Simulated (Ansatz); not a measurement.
Input and command of a plane-wave DFT calculation in Ansatz:

```yaml
crystal:
  lattice:
    - [-1.5685631804, 1.5685631804, 6.4746144538]
    - [1.5685631804, -1.5685631804, 6.4746144538]
    - [1.5685631804, 1.5685631804, -6.4746144538]
  atoms:
    - { symbol: Sc, position: [0.6534938216, 0.6534938216, 0.0] }
    - { symbol: Sc, position: [0.3465061784, 0.3465061784, 0.0] }
    - { symbol: Al, position: [0.0, 0.0, 0.0] }
basis:
  ecutwfc: 500
kpoints:
  mp_grid: { grid: [20, 20, 20] }
hamiltonian:
  xc: r2scan
scf:
  occupations: { method: gaussian, width: 0.1 }
output:
  forces: true
  stress: true
  eigenvalues: true
relax:
  adjacent_minimum: "off"
  f_tol: 0.01
  max_steps: 80
  cell: { stress_tol: 0.05 }
```

```bash
ansatz run input.yaml --threads 1 --pin off --max-ram 3072MiB --backend cpu --events-out ev --progress --plain --runs-dir out
```

Processor: Arm Neoverse V2, 1 thread, on a host shared with other jobs.

Q: Estimate time, memory and problem size.

A: About 6.9 min on 1 thread of Arm Neoverse V2 (shared host), peak memory 1.1 GiB. It solves 17 bands at 641 k points (the mesh reduced by the symmetry that the task leaves, which can be less than the crystal's) with about 1623 plane waves (on the last cell), in 27 SCF iterations over 5 ionic steps.
